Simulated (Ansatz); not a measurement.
# Energy over volume and axial ratio for BN (zinc blende)

BN (zinc blende), conventional cell a = b = c = 3.6097 Å, α = β = γ = 90.00°. The calculation uses the primitive cell of 2 atoms, to which meshes and values per cell refer.

Two coordinates are scanned: the volume, and the ratio of the stretch along z (the conventional c axis) to the stretch across it. Atoms keep their fractional coordinates.

Level of theory: r2SCAN (plane waves to 500 eV, PAW, scalar-relativistic; Ansatz, a program for electronic structure). k mesh 16×16×16 (Γ-centred), Fermi-Dirac smearing 0.05 eV. E stands for the smeared free energy. Stress and pressure are positive under compression. BN was relaxed with its symmetry unable to fall. The zero of ΔE is the relaxed starting cell.

ΔE (eV/atom), with V/V₀ across and (c/a)/(c/a)₀ down:

```
(c/a)/(c/a)₀ \ V/V₀   0.960   0.973   0.987   1.000   1.013   1.027   1.040
-------------------  ------  ------  ------  ------  ------  ------  ------
0.880                0.1259  0.1192  0.1153  0.1142  0.1156  0.1194  0.1255
0.920                0.0628  0.0560  0.0520  0.0508  0.0521  0.0558  0.0617
0.960                0.0249  0.0180  0.0140  0.0127  0.0140  0.0176  0.0235
1.000                0.0123  0.0053  0.0013  0.0000  0.0013  0.0049  0.0108
1.040                0.0249  0.0180  0.0140  0.0126  0.0139  0.0176  0.0235
1.080                0.0627  0.0557  0.0517  0.0504  0.0516  0.0553  0.0612
1.120                0.1252  0.1183  0.1142  0.1128  0.1140  0.1176  0.1234
```

σxx (GPa), with V/V₀ across and (c/a)/(c/a)₀ down:

```tsv
(c/a)/(c/a)₀ \ V/V₀	0.960	0.973	0.987	1.000	1.013	1.027	1.040
0.880	-6.8	-12.6	-18.1	-23.1	-27.9	-32.4	-36.6
0.920	0.6	-5.3	-10.8	-16.0	-20.9	-25.5	-29.7
0.960	8.6	2.6	-3.0	-8.3	-13.3	-17.9	-22.3
1.000	17.2	11.1	5.4	0.0	-5.1	-9.8	-14.3
1.040	26.5	20.3	14.5	8.9	3.8	-1.1	-5.7
1.080	36.5	30.1	24.1	18.5	13.2	8.2	3.5
1.120	47.0	40.5	34.3	28.6	23.1	18.0	13.1
```

Read from the data:

The shear modulus C′ = (C11 − C12)/2 (fit, atoms clamped) is 324 GPa. Lowest place on the grid: V/V₀ = 1.000, (c/a)/(c/a)₀ = 1.000 (0.0 meV/atom). Highest place on the grid: V/V₀ = 0.960, (c/a)/(c/a)₀ = 0.880 (125.9 meV/atom).

(Under strain, the slope of the energy per volume gives the stress and its curvature an elastic modulus.)
